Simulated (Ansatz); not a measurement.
Relaxation of a generated trial cell of VBiO4 in the AFLOW prototype AB4C_hP6_191_a_h_b (as in MgAlB4); 6 atoms in the cell, which starts as P6/mmm (No. 191), hP6; a = 3.3993 Å, b = 3.3993 Å, c = 7.4950 Å, α = 90.00°, β = 90.00°, γ = 120.00°. All values below come from r2SCAN (plane waves to 500 eV, PAW, scalar-relativistic; Ansatz, a program for electronic structure). Γ-centred k-mesh 8×8×3 on the run's cell (coarser than for final values), Fermi–Dirac smearing 0.05 eV. This is the first round of the run. Spin-polarised start, with parallel moments on V.

The optimiser's lines from the output (shortened; P is positive under compression):

```
relax step   1: F+E_penalty+E_count = -17590.22561038 eV  Δ(F+E_penalty+E_count) = +0.000e0 eV  max|allowed force component| = 4.263e-1 eV/Å  Δτ_max = 0.0000 Å  P = +3.082 GPa  Ω = 75.001 Å³  (18 SCF iters, dr2 threshold 1.00e-7 eV, accepted)
relax step   2: F+E_penalty+E_count = -17591.66025175 eV  Δ(F+E_penalty+E_count) = -1.435e0 eV  max|allowed force component| = 3.171e-1 eV/Å  Δτ_max = 0.0198 Å  P = -1.164 GPa  Ω = 74.911 Å³  (9 SCF iters, dr2 threshold 6.00e-7 eV, accepted)
relax step   3: F+E_penalty+E_count = -17592.78221074 eV  Δ(F+E_penalty+E_count) = -1.122e0 eV  max|allowed force component| = 5.147e-1 eV/Å  Δτ_max = 0.0095 Å  P = -2.178 GPa  Ω = 73.333 Å³  (13 SCF iters, dr2 threshold 6.00e-7 eV, accepted)
relax step   4: F+E_penalty+E_count = -17593.73165991 eV  Δ(F+E_penalty+E_count) = -9.494e-1 eV  max|allowed force component| = 7.772e-1 eV/Å  Δτ_max = 0.0344 Å  P = -2.914 GPa  Ω = 71.101 Å³  (16 SCF iters, dr2 threshold 6.00e-7 eV, accepted)
relax step   5: F+E_penalty+E_count = -17594.58316985 eV  Δ(F+E_penalty+E_count) = -8.515e-1 eV  max|allowed force component| = 9.225e-1 eV/Å  Δτ_max = 0.0600 Å  P = -2.368 GPa  Ω = 68.236 Å³  (20 SCF iters, dr2 threshold 6.00e-7 eV, accepted)
relax step   6: F+E_penalty+E_count = -17595.14767417 eV  Δ(F+E_penalty+E_count) = -5.645e-1 eV  max|allowed force component| = 6.181e-1 eV/Å  Δτ_max = 0.0926 Å  P = -0.007 GPa  Ω = 64.980 Å³  (24 SCF iters, dr2 threshold 6.00e-7 eV, accepted)
relax step   7: F+E_penalty+E_count = -17595.22141121 eV  Δ(F+E_penalty+E_count) = -7.374e-2 eV  max|allowed force component| = 9.011e-2 eV/Å  Δτ_max = 0.0949 Å  P = -0.298 GPa  Ω = 63.768 Å³  (18 SCF iters, dr2 threshold 6.00e-7 eV, accepted)
relax step   8: F+E_penalty+E_count = -17595.23441392 eV  Δ(F+E_penalty+E_count) = -1.300e-2 eV  max|allowed force component| = 1.394e-2 eV/Å  Δτ_max = 0.0114 Å  P = +2.349 GPa  Ω = 63.058 Å³  (13 SCF iters, dr2 threshold 6.00e-7 eV, accepted)
relax step   9: F+E_penalty+E_count = -17595.24774003 eV  Δ(F+E_penalty+E_count) = -1.333e-2 eV  max|allowed force component| = 2.215e-3 eV/Å  Δτ_max = 0.0122 Å  P = -0.124 GPa  Ω = 63.866 Å³  (14 SCF iters, dr2 threshold 6.00e-7 eV, accepted)
relax step  10: F+E_penalty+E_count = -17595.24825441 eV  Δ(F+E_penalty+E_count) = -5.144e-4 eV  max|allowed force component| = 1.033e-3 eV/Å  Δτ_max = 0.0013 Å  P = -0.063 GPa  Ω = 63.867 Å³  (7 SCF iters, dr2 threshold 6.00e-7 eV, accepted)
relax step  11: F+E_penalty+E_count = -17595.24828331 eV  Δ(F+E_penalty+E_count) = -2.890e-5 eV  max|allowed force component| = 1.797e-4 eV/Å  Δτ_max = 0.0002 Å  P = +0.000 GPa  Ω = 63.841 Å³  (11 SCF iters, dr2 threshold 2.67e-8 eV, accepted)
relax step  12: F+E_penalty+E_count = -17595.24719246 eV  Δ(F+E_penalty+E_count) = +1.091e-3 eV  max|allowed force component| = 3.698e-4 eV/Å  Δτ_max = 0.0000 Å  P = -0.033 GPa  Ω = 63.841 Å³  stress off target by 9.91e-2 GPa  SCF on the basis re-selected at this cell (its energy is not comparable with the rows above)  (15 SCF iters)
relax step  13: F+E_penalty+E_count = -17595.24720551 eV  Δ(F+E_penalty+E_count) = -1.306e-5 eV  max|allowed force component| = 4.332e-4 eV/Å  Δτ_max = 0.0001 Å  P = -0.001 GPa  Ω = 63.827 Å³  (7 SCF iters, dr2 threshold 2.45e-8 eV, accepted)
relax step  14: F+E_penalty+E_count = -17595.24719175 eV  Δ(F+E_penalty+E_count) = +1.377e-5 eV  max|allowed force component| = 4.213e-4 eV/Å  Δτ_max = 0.0000 Å  P = -0.001 GPa  Ω = 63.827 Å³  stress off target by 2.35e-3 GPa  SCF on the basis re-selected at this cell (its energy is not comparable with the rows above)  (15 SCF iters)
```

From the first to the last row the energy changes by -0.84 eV/atom and the volume by -14.9 %. The last row is marked as not comparable with the walk above it, whose basis was carried along; it does compare with step 1, since both stand on a basis selected at the nominal cutoff for their own cell.

Later rounds, restarted from the end of this one on a renewed k-mesh, logged 12 more steps and released under 0.01 eV/atom more. The final structure after all rounds: P6/mmm (No. 191), hP6; a = 3.6201 Å, b = 3.6201 Å, c = 5.6457 Å, α = 90.00°, β = 90.00°, γ = 120.00°. Between re-selections the logged energies stand on a plane-wave basis carried along with the cell. Spin state reached: spin-polarised, with opposite induced moments (net 0.14 μB/atom), from parallel starting moments; other spin orders were not run from this start. The d or f electrons are treated with no Hubbard U.

The run could not lower the symmetry of its start; a shaken copy of this end point relaxes with r2SCAN to P2₁ (No. 4), 1.91 eV/atom lower.

The relaxed structure here is a generated cell of VBiO4: the first start was made by placing the elements on the sites of a structure type, and the end was not matched to a known phase here, so it may be hypothetical. Known forms of VBiO4 include space group No. 88.
